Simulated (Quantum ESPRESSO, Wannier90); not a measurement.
Li$_{2}$S (anti-fluorite), plane waves to Wannier functions

```
CELL_PARAMETERS angstrom
      0.00000     2.83517     2.83517
      2.83517     0.00000     2.83517
      2.83517     2.83517     0.00000
ATOMIC_POSITIONS crystal
  Li 0.75000 0.75000 0.75000
  Li 0.25000 0.25000 0.25000
  S  0.00000 0.00000 0.00000
```

Structure: Materials Project mp-1153, symmetrised, not relaxed again. COD (Crystallography Open Database) has an entry of this formula and space group (matched by these alone). Computed values, not measurements, from PBEsol: Quantum ESPRESSO (norm-conserving PseudoDojo potentials, cutoff 60 Ry, no spin polarisation, no spin-orbit coupling) on a Γ-centred 10×10×10 mesh, then Wannier90. Density: 10×10×10 mesh, cold smearing 0.01 Ry.

Valence charges of the files: Li 3, S 6. 23 bands were computed.

Isolated groups of bands, relative to the valence-band maximum (bands from 7 on overlap up to the last one computed):

```
bands  from (eV)  to (eV)  filling  weight on atomic waves
-----  ---------  -------  -------  ----------------------
1–2       -43.50   -43.45   filled              Li 1s 99 %
3         -11.06   -10.47   filled   S 3s 84 %, Li 2s 15 %
4–6        -2.97     0.00   filled    S 3p 90 %, Li 2s 7 %
```

Wanted is a model with the orbitals Li s p, S s p, without the filled groups that are mainly made of other shells (semicore states, and anion s where it isn't named); all higher bands stay in for disentanglement.

Problem. Give num_wann, exclude_bands and num_bands, and the number of electrons that the model holds.

Solution. Electrons: 2×3 + 1×6 = 12, which fill 6 bands.
num_wann = 2×4 + 1×4 = 12.
exclude_bands = 1-2, 2 bands, so num_bands = 23 − 2 = 21.
The model holds 12 − 2×2 = 8 electrons. With the window frozen to 4.71 eV it follows pw.x to 8.2 meV rms (states up to 4.2 eV relative to the valence-band maximum).
